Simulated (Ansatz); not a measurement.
Starting cell, Ag (fcc, Cu type):

```
Ag
1.0
    4.14918     0.00000     0.00000
    0.00000     4.14918     0.00000
    0.00000     0.00000     4.14918
Ag
4
Cartesian
  0.00000   0.00000   0.00000
  2.07459   2.07459   0.00000
  2.07459   0.00000   2.07459
  0.00000   2.07459   2.07459
```

Scan: atom 1 (Ag, nearest neighbour Ag at 2.934 Å; its periodic images, 4.1 Å or more away, move with it) is displaced along Cartesian x, direction (1.000, 0.000, 0.000) in Cartesian axes, by s. The other atoms stay.

Computed with PBE (plane waves to 420 eV, PAW, scalar-relativistic; Ansatz, a program for electronic structure). k mesh 9×9×9 (Γ-centred), Fermi-Dirac smearing 0.05 eV. E stands for the smeared free energy. With partly filled bands, energies and forces of such displacements shift with the k mesh and the smearing. On this mesh the relaxed cell isn't quite at rest: it carries a pressure of -0.1 GPa (compression positive) at the zero of the scan. Ag was relaxed with its symmetry unable to fall. The PAW data are Ansatz's earlier set. ΔE is measured from the undisplaced structure. The last digit holds for this mesh only.

```csv
s (Å),ΔE (meV/cell)
-0.590,925.0
-0.472,564.2
-0.354,304.5
-0.236,131.1
-0.118,32.1
0.000,0.0
0.118,32.1
0.236,131.1
0.354,304.5
0.472,564.2
0.590,925.0
```

Task: What force constant k = d²E/ds² at s = 0 does the table give?

Result: 4.6 eV/Å². It is the second difference of the nearest points, corrected with the next pair.

Task: With k = 4.58 eV/Å² from the forces, is the well harmonic out to s = 0.590 Å?

Result: ½ks² = 797 meV/cell against the computed 925 meV/cell, so the well is stiffer than harmonic there.

(For displaced atoms, the force is minus the slope of the energy, and its curvature is a force constant, which sets phonon frequencies.)
